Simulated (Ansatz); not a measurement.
The cell below belongs to a search over invented structures; it isn't taken from experiment.

Input and command of a plane-wave DFT calculation in Ansatz:

```yaml
crystal:
  lattice:
    - [4.7589107, 0.0, 0.0]
    - [-2.37945535, 4.12133756, 0.0]
    - [0.0, 0.0, 10.58326878]
  atoms:
    - { symbol: Ge, position: [0.0, 0.0, 0.5] }
    - { symbol: Ge, position: [0.0, 0.0, 0.81540255] }
    - { symbol: Ge, position: [0.0, 0.0, 0.18459745] }
    - { symbol: Br, position: [0.5, 0.0, 0.5] }
    - { symbol: Br, position: [0.0, 0.5, 0.5] }
    - { symbol: Br, position: [0.5, 0.5, 0.5] }
    - { symbol: Br, position: [0.0, 0.0, 0.0] }
basis:
  ecutwfc: 420
kpoints:
  mp_grid: { grid: [4, 4, 2] }
hamiltonian:
  xc: pbe
scf:
  occupations: { method: gaussian, width: 0.2 }
  lower_state_search: "off"
output:
  forces: true
  stress: true
  eigenvalues: true
relax:
  adjacent_minimum: "off"
  f_tol: 0.08
  max_steps: 16
  cell: { stress_tol: 0.8 }
```

```bash
ansatz run input.yaml --threads 1 --pin off --max-ram 2560MiB --backend cpu --events-out ev --progress --plain --runs-dir out
```

Processor: Intel(R) Xeon(R) Processor @ 2.50GHz (Skylake/Cascade Lake), 1 thread, on a host shared with other jobs.

Q: How long does it run, and how much memory does it take?

A: About 4.2 min, peak memory 0.57 GiB. It solves 42 bands at 8 k points (after reduction by symmetry) with about 6717 plane waves (on the last cell), in 109 SCF iterations over 13 ionic steps.
